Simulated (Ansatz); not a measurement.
A geometry of Rh away from equilibrium: step 3 of the relaxation of a relaxed Rh cell displaced along its unstable phonon at q = (0, 0, ½) of its primitive reciprocal cell (65i cm⁻¹), largest move 0.15 Å. All values below come from r2SCAN (plane waves to 500 eV, PAW, scalar-relativistic; Ansatz, a first-principles code). Γ-centred k-mesh 14×14×7 on the run's cell (coarser than for final values), Fermi–Dirac smearing 0.05 eV. The plane waves were selected for a different cell earlier on the path.

```
Rh
1.0
    2.61036     0.00000     0.00000
   -1.30518     2.29940     0.00000
    0.00000     0.00000     4.83259
Rh
2
Direct
  0.90801   0.81602   0.00000
  0.09199   0.18398   0.50000
```

Task: What forces act on the atoms (eV/Å)?

Result: 
```json
[
 {"atom": "Rh1", "Fx": "0.00", "Fy": "-0.52", "Fz": "0.00"},
 {"atom": "Rh2", "Fx": "0.00", "Fy": "0.52", "Fz": "0.00"}
]
```

The path ends in P6₃/mmc (No. 194) (hcp (Mg type)). No spin polarisation in the result.

The run could not lose the symmetry of its start, so the end can be a saddle point.

The end of the path is a generated cell of Rh: the first start was made by placing the elements on the sites of a structure type, and the end was not matched to a known phase here, so it may be hypothetical. Known forms of Rh include space group No. 225.
